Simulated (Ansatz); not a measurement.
This AlSi5 structure is the end of a relaxation. The cell was found from a structure generator's guess, not taken from experiment.

The calculation used DFT PBE, scalar-relativistic, plane waves, PAW (Ansatz). Cutoff 420 eV, Γ-centred mesh, Gaussian smearing, no spin polarisation.

```
Al Si
1.0
     4.89481    0.00000    0.00000
    -2.44741    4.23903    0.00000
     0.00000    0.00000    4.71758
Al Si
1 5
Direct
  0.00000 0.00000 0.50000
  0.33333 0.66667 0.50000
  0.66667 0.33333 0.50000
  0.50000 0.00000 0.00000
  0.00000 0.50000 0.00000
  0.50000 0.50000 0.00000
```

Energies over the elements count from the elements' standard structures at the same level, with no fitted energy shifts.

Q: Find its symmetry and describe it.

A: P6/mmm (No. 191). Conventional cell: a = 4.895 Å, c = 4.718 Å. Al is surrounded by 6 Si at 2.83 Å and 12 Si at 3.40 Å; Si on a site of symmetry -6m2 has 9 Si at 2.75–2.83 Å and 3 Al at 2.83 Å; around Si on a site of symmetry mmm lie 4 Si at 2.45 Å and 4 Si at 2.75 Å.

Q: How far does it lie from the elements in energy?

A: +0.52 eV/atom. The separate elements lie lower, so it is unstable against them.

Q: Is it a metal?

A: Yes, bands cross the Fermi level on the 12×12×8 mesh.

The last run used a 12×12×8 mesh (in the run's order of axes) for its 6-atom cell and Gaussian smearing of 0.10 eV. The cell is a metal run without spin; a magnetic state may lie lower. A structure relaxed within its symmetry needn't be a true minimum. Another cell of AlSi5 relaxed alike, in Pmma, lies 242 meV/atom lower, so this cell isn't the stable form at this level.
